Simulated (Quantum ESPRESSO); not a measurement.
## Band energies of SnO$_{2}$

```
SnO2
1.0
    4.76482     0.00000     0.00000
    0.00000     4.76482     0.00000
    0.00000     0.00000     3.20750
O Sn
4 2
Direct
  0.19403   0.80597   0.50000
  0.80597   0.19403   0.50000
  0.69403   0.69403   0.00000
  0.30597   0.30597   0.00000
  0.50000   0.50000   0.50000
  0.00000   0.00000   0.00000
```

PBEsol (pw.x of Quantum ESPRESSO, ONCV potentials, without SOC); path ΓXMΓZRAZ,XR,MA; energies in eV from the valence-band maximum.

```
k (1/Å)  point  band 22  band 23  band 24  band 25  band 26  band 27  band 28  band 29
-------  -----  -------  -------  -------  -------  -------  -------  -------  -------
0.00         Γ    -1.29    -1.29    -0.79    -0.79     0.00     0.95     5.87     6.06
0.66         X    -2.00    -1.24    -1.24    -0.64    -0.64     4.15     4.15     6.83
1.32         M    -2.01    -1.37    -1.37    -0.89    -0.89     4.55     4.55     7.26
2.06              -1.29    -1.26    -1.21    -0.80    -0.10     1.50     5.67     6.22
2.25         Γ    -1.29    -1.29    -0.79    -0.79     0.00     0.95     5.87     6.06
2.64              -2.47    -2.35    -0.80    -0.80    -0.32     2.89     6.48     7.52
3.23         Z    -2.69    -1.65    -1.65    -1.25    -1.25     5.86     5.86     9.44
3.89         R    -1.75    -1.09    -1.09    -0.75    -0.75     6.13     6.13     7.75
4.38              -1.87    -1.02    -1.02    -0.87    -0.87     4.70     4.70     8.61
4.55         A    -2.45    -0.96    -0.96    -0.82    -0.82     4.54     4.54     8.64
5.02              -1.27    -1.26    -1.24    -1.07    -1.03     5.33     5.87     7.73
5.48         Z    -2.69    -1.65    -1.65    -1.25    -1.25     5.86     5.86     9.44
5.48         X    -2.00    -1.24    -1.24    -0.64    -0.64     4.15     4.15     6.83
5.81              -1.78    -1.46    -1.46    -0.74    -0.74     4.74     4.74     7.76
6.46         R    -1.75    -1.09    -1.09    -0.75    -0.75     6.13     6.13     7.75
6.46         M    -2.01    -1.37    -1.37    -0.89    -0.89     4.55     4.55     7.26
6.79              -2.82    -0.99    -0.99    -0.88    -0.88     4.77     4.77     7.97
7.44         A    -2.45    -0.96    -0.96    -0.82    -0.82     4.54     4.54     8.64
```

The PBEsol gap is direct, 0.95 eV at Γ.

Spin-orbit splittings are left out.

Geometry of the Materials Project entry, not relaxed at this level.
